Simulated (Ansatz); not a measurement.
Si₃N₄ (space group P6_3/m)

```
CELL_PARAMETERS angstrom
      7.62465     0.00000     0.00000
     -3.81232     6.60314     0.00000
      0.00000     0.00000     2.91047
ATOMIC_POSITIONS crystal
  Si 0.23242 0.82605 0.75000
  Si 0.76758 0.17395 0.25000
  Si 0.40637 0.23242 0.25000
  Si 0.59363 0.76758 0.75000
  Si 0.17395 0.40637 0.75000
  Si 0.82605 0.59363 0.25000
  N  0.33333 0.66667 0.75000
  N  0.66667 0.33333 0.25000
  N  0.97037 0.67000 0.75000
  N  0.02963 0.33000 0.25000
  N  0.30037 0.97037 0.25000
  N  0.69963 0.02963 0.75000
  N  0.33000 0.30037 0.75000
  N  0.67000 0.69963 0.25000
```

The slice is a (-1 1 0 0) plane (indices of the conventional cell) through the point (0.174, 0.406, 0.750) (fractional), spanned by u = [001] and v = [110] in vectors of this cell: u (2.91 Å) and v (7.62 Å, at 90° to u). It covers one period; positions are fractions (u, v).

Method: PBEsol (plane waves to 420 eV, PAW, scalar-relativistic; Ansatz, a quantum-chemistry and plane-wave program). k mesh 4×4×9. These are valence fields of a PAW run, semicore shells included where kept as valence: close to a nucleus they are smooth pseudo fields. Si3N4 was relaxed with its symmetry unable to fall.

Three fields on this plane, each scaled to ten steps between its own extremes (0 low, 9 high; the total valence density on a logarithmic scale, the potential cut 8 eV below its top; x marks points blanked near nuclei; v = 0 in the bottom row):

Map A
```
|xxx000000xx|
|xx00xxxx00x|
|0000xxxx000|
|0132xxxx231|
|56662xx2666|
|88876556788|
|98876556788|
|99864334689|
|88763223678|
|56664224666|
|x0565445650|
|xx36666663x|
|00256666520|
|00035665300|
|x0003553000|
|xx00144100x|
|xxx004400xx|
|xx00155100x|
|x0004664000|
|00036886300|
|00368998630|
|x0479999740|
|00479999740|
|00267887620|
|00015775100|
|xx00255200x|
|xxx004400xx|
|xxx002200xx|
```

Map B
```
|xxx998899xx|
|xx89xxxx98x|
|1489xxxx984|
|1378xxxx873|
|01478xx8741|
|00147887410|
|00014664100|
|32111221112|
|76532112356|
|98763113678|
|x9863113689|
|xx85200258x|
|99741001479|
|99730000379|
|x8521001258|
|xx21111112x|
|xxx121121xx|
|xx22111122x|
|x8631001368|
|99841001489|
|99851001589|
|x8862002688|
|88762002678|
|88752002578|
|88741001478|
|xx32100123x|
|xxx233332xx|
|xxx676676xx|
```

Map C
```
|xxx000000xx|
|xx00xxxx00x|
|0002xxxx200|
|0013xxxx310|
|00026xx6200|
|00013553100|
|00001111000|
|00000000000|
|22100000012|
|75310000135|
|x9410000149|
|xx41000014x|
|65200000025|
|21000000001|
|x0000000000|
|xx00000000x|
|xxx000000xx|
|xx00000000x|
|x0110000110|
|01220000221|
|02431001342|
|x3531001353|
|03431001343|
|01321001231|
|00110000110|
|xx10000001x|
|xxx000000xx|
|xxx000000xx|
```

**Question.** Assign the maps to these fields: density of the highest valence band (whole band, smooth part); electron localisation function (ELF); electrostatic potential energy of an electron, from the cell's mean.

**Answer.** A is the electrostatic potential energy of an electron, from the cell's mean; B is the electron localisation function (ELF); C is the density of the highest valence band (whole band, smooth part).
